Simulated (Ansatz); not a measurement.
Notes on HfZn2

```xyz
6
Lattice="0.0000 3.6767 3.6767 3.6767 0.0000 3.6767 3.6767 3.6767 0.0000" Properties=species:S:1:pos:R:3 pbc="T T T"
Hf    0.0000    0.0000    0.0000
Hf    1.8383    1.8383    1.8383
Zn    4.5959    4.5959    4.5959
Zn    4.5959    2.7575    2.7575
Zn    2.7575    2.7575    4.5959
Zn    2.7575    4.5959    2.7575
```

The numbers come from plane-wave PAW DFT (Ansatz): r2SCAN, no spin polarisation, 500 eV, 6×6×6 Γ-centred k points, methfessel-paxton occupations (width 0.0165 eV). Nothing was relaxed.

(1) What is the formation energy?

(2) What do density and ELF say about some of the short contacts?

(3) What happens at the Fermi level?

(4) What does the stress say?

(5) Give the Bader charges.

Origin: a database entry at a rescaled volume.

Answers

(1) -0.25 eV an atom against the elements' usual phases (free molecules for gases, crystals otherwise, with no correction for O₂ or N₂), so it is bound against them; other compounds may still compete. Relaxing would lower it.

(2) Zn–Zn at 2.60 Å: least valence density 0.25 e/Å³ and ELF 0.28 there. Hf–Zn at 3.05 Å: least valence density 0.18 e/Å³ and ELF 0.28 there. Hf–Hf at 3.18 Å: least valence density 0.19 e/Å³ and ELF 0.34 there. Both are smooth PAW fields, read partly inside the augmentation spheres.

(3) It is a metal, with about 6.1 states/eV a cell as the mean within 0.25 eV of the Fermi level, mostly Hf d (79 %).

(4) The pressure is -3.3 GPa (compression positive), so with the atoms held at these fractions the cell would first shrink.

(5) Bader charges in e: Hf +1.11, Zn -0.55. In the mean Hf gives up most and Zn takes most.
